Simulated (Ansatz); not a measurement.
Hf3N4 (space group I-43d)

```
Hf3N4
1.0
   -3.32557     3.32557     3.32557
    3.32557    -3.32557     3.32557
    3.32557     3.32557    -3.32557
Hf N
6 8
Direct
  0.87500   0.25000   0.12500
  0.75000   0.37500   0.62500
  0.62500   0.75000   0.37500
  0.25000   0.12500   0.87500
  0.12500   0.87500   0.25000
  0.37500   0.62500   0.75000
  0.50000   0.00000   0.63945
  0.00000   0.13945   0.50000
  0.86055   0.86055   0.86055
  0.13945   0.50000   0.00000
  0.00000   0.63945   0.50000
  0.50000   0.00000   0.13945
  0.63945   0.50000   0.00000
  0.36055   0.36055   0.36055
```

E(V) scan at fixed shape, V₀ the volume above. The atoms relax within the cell's symmetry.

The numbers are results of PBEsol (plane waves to 420 eV, PAW, scalar-relativistic; Ansatz, a program for electronic structure), not measurements. k mesh 6×6×6 (Γ-centred), Fermi-Dirac smearing 0.05 eV. Compression counts positive. Hf3N4 is run without spin polarisation. Hf3N4 was relaxed with its symmetry unable to fall. Spin-orbit coupling is left out, though Hf is heavy.

At one point of the scan the stress tensor (GPa) is:

```
  -15.8      0.0      0.0
    0.0    -15.8      0.0
    0.0      0.0    -15.8
```

Question: Which point is it?
A. V/V₀ = 1.025
B. V/V₀ = 1.050
C. V/V₀ = 1.075
D. V/V₀ = 1.100

Answer: D, V/V₀ = 1.100

(Under strain, the slope of the energy per volume gives the stress and its curvature an elastic modulus.)
